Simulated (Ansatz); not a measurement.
Consider the following.

BeS:
```
BeS
1.0
    0.00000     2.29478     2.29478
    2.29478     0.00000     2.29478
    2.29478     2.29478     0.00000
S Be
1 1
Direct
  0.00000   0.00000   0.00000
  0.50000   0.50000   0.50000
```

This is the PBEsol-relaxed structure.

Question: All from PBEsol in the plane-wave PAW code Ansatz, unless another level is named. Estimate the electronic dielectric constant ε∞ (DFPT).

Answer: 9.20.

Question: Give the Born charges (a third of the trace).

Answer: S -2.84, Be +2.84 e.

Space group Fm-3m (rock salt). The start of the workflow was typed in or built on a structure type; neither database checked (COD, Materials Project) lists it. COD files the formula under space group No. 216. Whether it is the stable phase at ambient conditions was not checked. The cell was relaxed with PBEsol under the symmetry of its start. At this level the phase is dynamically unstable (imaginary phonons).

Potentials: the earlier of the program's two PAW sets. The files were generated under PBE; for other functionals the program regenerates the frozen cores, and for LDA and PBEsol the local potential too.
